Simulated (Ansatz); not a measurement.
Bi$_{2}$CoTe$_{3}$:
```yaml
crystal:
  lattice:
    - [3.85521, 0.00000, 0.00000]
    - [-1.92761, 3.33871, 0.00000]
    - [0.00000, 0.00000, 12.25968]
  atoms:
    - { symbol: Te, position: [0.33333, 0.66667, 0.60454] }
    - { symbol: Bi, position: [0.66667, 0.33333, 0.82028] }
    - { symbol: Te, position: [0.00000, 0.00000, 0.00000] }
    - { symbol: Bi, position: [0.33333, 0.66667, 0.17972] }
    - { symbol: Te, position: [0.66667, 0.33333, 0.39546] }
    - { symbol: Co, position: [0.00000, 0.00000, 0.50000] }
```

Relaxed with PBE+D3(BJ). Special points in fractions of this cell's reciprocal vectors: Γ (0.000, 0.000, 0.000); M (0.500, 0.000, 0.000); K (0.333, 0.333, 0.000); A (0.000, 0.000, 0.500); L (0.500, 0.000, 0.500); H (0.333, 0.333, 0.500).

**Question.** List the band energies nearest the Fermi level at these points for plane-wave PAW PBE+D3(BJ) with spin–orbit coupling (Ansatz code).

**Answer.** In eV from the Fermi level; about four levels below and three above (degenerate sets whole), none deeper than 8.9 eV; points with the same levels are listed once.

```
k                    below                above
-  -----------------------  -------------------
Γ  -0.52 -0.52 -0.19 -0.19  0.21 0.21 0.39 0.39
M  -1.00 -1.00 -0.32 -0.32  0.57 0.57 0.76 0.76
K  -0.70 -0.70 -0.60 -0.60  1.21 1.21 1.52 1.52
A  -0.24 -0.24 -0.19 -0.19  0.37 0.37 0.69 0.69
L  -1.07 -1.07 -1.00 -1.00  0.16 0.16 0.17 0.17
H  -0.55 -0.55 -0.14 -0.14  0.38 0.38 0.40 0.40
```

Space group P-3m1. The cell is a constructed one: a structure type filled with these elements; neither database checked (COD, Materials Project) lists it. Whether it is the stable phase at ambient conditions was not checked. Symmetry was held in the PBE+D3(BJ) relaxation; of distortions, only those at the zone centre were tested. The workflow began spin-polarised and lost its moments.

Potentials: the later of the program's two PAW sets.
